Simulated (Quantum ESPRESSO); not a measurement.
Field gradients of CaMgF4 from a PBE PAW density (pw.x of a modified build of Quantum ESPRESSO, JTH datasets) with the all-electron reconstruction of Petrilli and co-workers. The input of pw.x:

```
&CONTROL
  calculation = 'scf'
  prefix = 'x'
  pseudo_dir = './pseudo'
  outdir = './out'
  tprnfor = .true.
/
&SYSTEM
  ibrav = 0
  nat = 6
  ntyp = 3
  ecutwfc = 45
  ecutrho = 180
  occupations = 'fixed'
  nbnd = 28
/
&ELECTRONS
  conv_thr = 1e-11
/
ATOMIC_SPECIES
Ca 40.078 Ca.GGA_PBE-JTH.UPF
Mg 24.305 Mg.GGA_PBE-JTH.UPF
F 18.998 F.GGA_PBE-JTH.UPF
CELL_PARAMETERS angstrom
    4.967649707000    -0.035380269000     0.000000000000
   -0.035380269000     4.967649707000     0.000000000000
    0.000000000000     0.000000000000     3.313611844000
ATOMIC_POSITIONS crystal
Ca     0.500000000000     0.500000000000     0.500000000000
Mg     0.000000000000     0.000000000000     0.000000000000
F      0.714634617500     0.714634617500     0.000000000000
F      0.285365382500     0.285365382500     0.000000000000
F      0.819777690300     0.180222309700     0.500000000000
F      0.180222309700     0.819777690300     0.500000000000
K_POINTS automatic
5 5 7 0 0 0
```
The cell was made here from a computed Materials Project entry: one of 2 Mg replaced by Ca, cell and atoms relaxed (PBE without dispersion, pw.x of Quantum ESPRESSO, symmetry kept). The parent is MgF2 in P4₂/mnm. The swapped cell is a model, not a known phase. Stability against distortions was not tested.

Vzz is the sum of three terms, each taken along its main axis: the smooth valence density, the ions (nucleus and frozen core) with the augmentation charges of all other spheres, and the all-electron minus smooth density in the atom's own sphere. The split hangs on the datasets.  Cores are frozen. Against all-electron runs on small test molecules, this scheme's |Vzz| missed by −6 to +4 % (−29 % in KF) on F. Ca, Mg had no test against all-electron runs.

```tsv
site	smooth valence density	ions and other spheres	own sphere	Vzz (a.u.)
Ca (atom 1)	-0.108	0.112	(withheld)	(withheld)
Mg (atom 2)	0.167	-0.155	(withheld)	(withheld)
F1 (atoms 3, 4)	-0.156	0.228	(withheld)	(withheld)
F2 (atoms 5, 6)	0.136	-0.213	(withheld)	(withheld)
```

**Question.** Some entries are withheld; supply them.

**Answer.** 
- Ca (atom 1), own sphere: -0.037
- Ca (atom 1), Vzz (a.u.): -0.032
- Mg (atom 2), own sphere: 0.157
- Mg (atom 2), Vzz (a.u.): 0.170
- F1 (atoms 3, 4), own sphere: 0.323
- F1 (atoms 3, 4), Vzz (a.u.): 0.395
- F2 (atoms 5, 6), own sphere: -0.364
- F2 (atoms 5, 6), Vzz (a.u.): -0.442
